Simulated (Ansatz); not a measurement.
CoSn (CoSn type, space group P6/mmm)

```xyz
6
Lattice="5.2178 0.0000 0.0000 -2.6089 4.5188 0.0000 0.0000 0.0000 4.1725" Properties=species:S:1:pos:R:3 pbc="T T T"
Co     2.6089     0.0000     0.0000
Co     1.3045     2.2594     0.0000
Co    -1.3045     2.2594     0.0000
Sn     0.0000     0.0000     0.0000
Sn     0.0000     3.0125     2.0862
Sn     2.6089     1.5063     2.0862
```

Two coordinates are scanned: the volume, and the ratio of the stretch along z (the conventional c axis) to the stretch across it. Atoms keep their fractional coordinates.

These are PBEsol (plane waves to 420 eV, PAW, scalar-relativistic; Ansatz, a first-principles code) values and carry that method's errors. k mesh 10×10×11 (Γ-centred), Fermi-Dirac smearing 0.05 eV. Compression counts positive. With partly filled bands, the response to shear is sensitive to the k mesh, so small differences along c/a are uncertain. CoSn is run without spin polarisation. CoSn was relaxed with its symmetry unable to fall. 

```json
[
 {"P (GPa)": "(c/a)/(c/a)₀ = 0.880", "V/V₀ = 0.920": "…", "V/V₀ = 0.947": "…", "V/V₀ = 0.973": "6.6", "V/V₀ = 1.000": "2.3", "V/V₀ = 1.027": "-1.4", "V/V₀ = 1.053": "-4.6", "V/V₀ = 1.080": "…"},
 {"P (GPa)": "(c/a)/(c/a)₀ = 0.920", "V/V₀ = 0.920": "16.0", "V/V₀ = 0.947": "10.2", "V/V₀ = 0.973": "5.2", "V/V₀ = 1.000": "1.0", "V/V₀ = 1.027": "-2.7", "V/V₀ = 1.053": "-5.8", "V/V₀ = 1.080": "-8.5"},
 {"P (GPa)": "(c/a)/(c/a)₀ = 0.960", "V/V₀ = 0.920": "15.1", "V/V₀ = 0.947": "9.4", "V/V₀ = 0.973": "4.4", "V/V₀ = 1.000": "0.2", "V/V₀ = 1.027": "-3.4", "V/V₀ = 1.053": "-6.5", "V/V₀ = 1.080": "-9.1"},
 {"P (GPa)": "(c/a)/(c/a)₀ = 1.000", "V/V₀ = 0.920": "14.8", "V/V₀ = 0.947": "9.1", "V/V₀ = 0.973": "4.2", "V/V₀ = 1.000": "0.0", "V/V₀ = 1.027": "-3.6", "V/V₀ = 1.053": "-6.7", "V/V₀ = 1.080": "-9.3"},
 {"P (GPa)": "(c/a)/(c/a)₀ = 1.040", "V/V₀ = 0.920": "15.2", "V/V₀ = 0.947": "9.4", "V/V₀ = 0.973": "4.5", "V/V₀ = 1.000": "0.3", "V/V₀ = 1.027": "-3.4", "V/V₀ = 1.053": "-6.4", "V/V₀ = 1.080": "-9.1"},
 {"P (GPa)": "(c/a)/(c/a)₀ = 1.080", "V/V₀ = 0.920": "16.1", "V/V₀ = 0.947": "10.3", "V/V₀ = 0.973": "5.3", "V/V₀ = 1.000": "1.0", "V/V₀ = 1.027": "-2.7", "V/V₀ = 1.053": "-5.8", "V/V₀ = 1.080": "-8.5"},
 {"P (GPa)": "(c/a)/(c/a)₀ = 1.120", "V/V₀ = 0.920": "…", "V/V₀ = 0.947": "…", "V/V₀ = 0.973": "6.6", "V/V₀ = 1.000": "2.2", "V/V₀ = 1.027": "-1.5", "V/V₀ = 1.053": "-4.7", "V/V₀ = 1.080": "-7.5"}
]
```

Complete the blanks.


- (c/a)/(c/a)₀ = 0.880, V/V₀ = 0.920: 17.6
- (c/a)/(c/a)₀ = 0.880, V/V₀ = 0.947: 11.7
- (c/a)/(c/a)₀ = 0.880, V/V₀ = 1.080: -7.3
- (c/a)/(c/a)₀ = 1.120, V/V₀ = 0.920: 17.5
- (c/a)/(c/a)₀ = 1.120, V/V₀ = 0.947: 11.6

(A scan under strain: stresses follow from slopes of the energy per volume, elastic moduli from its curvatures.)
